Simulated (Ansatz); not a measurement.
Sn (diamond)

```
Sn
1.0
    0.00000     3.32768     3.32768
    3.32768     0.00000     3.32768
    3.32768     3.32768     0.00000
Sn
2
Direct
  0.25000   0.25000   0.25000
  0.00000   0.00000   0.00000
```

Equation-of-state scan: isotropic scaling of the cell above, V₀ being its volume. Symmetry pins the atoms to their sites.

These are PBE (plane waves to 420 eV, PAW, scalar-relativistic; Ansatz, a quantum-chemistry and plane-wave program) values and carry that method's errors. k mesh 12×12×12 (Γ-centred), Fermi-Dirac smearing 0.05 eV. Compression counts positive. Sn was relaxed with its symmetry unable to fall. The relaxed volume of Sn is well above the measured one; the method has no dispersion term.

At one point of the scan the stress tensor (GPa) is:

```
   -3.1      0.0      0.0
    0.0     -3.1      0.0
    0.0      0.0     -3.1
```

### Question
Which point is it?
A. V/V₀ = 1.120
B. V/V₀ = 1.160
C. V/V₀ = 1.040
D. V/V₀ = 1.080

### Answer
A, V/V₀ = 1.120

(A scan under strain: stresses follow from slopes of the energy per volume, elastic moduli from its curvatures.)
